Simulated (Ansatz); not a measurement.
CdCl2:
Space group R-3m, hexagonal axes (No. 166); a = 3.7667 Å, b = 3.7667 Å, c = 17.0110 Å, α = 90.00°, β = 90.00°, γ = 120.00°

```
atom  site  symmetry       x       y       z
----  ----  --------  ------  ------  ------
Cd      3a       -3m  0.0000  0.0000  0.0000
Cl      6c        3m  0.0000  0.0000  0.2501
```
(The calculation used a cell of 3 atoms; values per cell refer to that cell.)

Relaxed with LDA. LDA (plane waves, PAW; program Ansatz) gives a gap of 3.33 eV.

Task: What gap does HSE06 give on the same cell (Ansatz, PAW)?

Result: 5.10 eV, 1.77 eV more. The hybrid was solved on a coarser mesh and at special points; its gap is the smallest among all of these.

| k | v1 LDA | c1 LDA | v1 HSE06 | c1 HSE06 |
|---|---|---|---|---|
| Γ | -0.25 | 3.33 | -0.25 | 5.10 |
| T | -0.10 | 4.64 | (withheld) | (withheld) |
| L | -0.43 | 4.98 | (withheld) | (withheld) |
| F | 0.00 | 4.24 | (withheld) | (withheld) |
| S0 | -0.44 | 5.25 | (withheld) | (withheld) |
| H0 | -0.41 | 5.22 | -0.41 | 7.05 |

Task: Top valence (v1) and lowest conduction level (c1) in eV from each method's valence maximum (which need not be a listed point): supply the withheld HSE06 values.

Result: 
- F, v1 HSE06: 0.00
- F, c1 HSE06: 6.02
- S0, v1 HSE06: -0.44
- S0, c1 HSE06: 7.08
- T, v1 HSE06: -0.09
- T, c1 HSE06: 6.40
- L, v1 HSE06: -0.42
- L, c1 HSE06: 6.79

Cost on shared cores: the LDA run (SCF on a 9×9×9 mesh, then bands and DOS) about 19 core-seconds (a rough figure), the HSE06 run (SCF on 6×6×6, then a few points) very roughly 2.6 core-minutes; the tasks are unlike.

The first step of the workflow began from a Materials Project structure, measured or hypothetical; the Crystallography Open Database files this formula in space group No. 166, but the cells were not matched. Its standing as an ambient phase is unchecked. The cell was relaxed with LDA under the symmetry of its start; whether a distortion lowers the energy is not shown. A crystal of weakly bound layers computed without a dispersion correction: the cell and the soft elastic constants depend strongly on that. Spin–orbit coupling is left out wherever it is not named.

Potentials: the later of the program's two PAW sets.
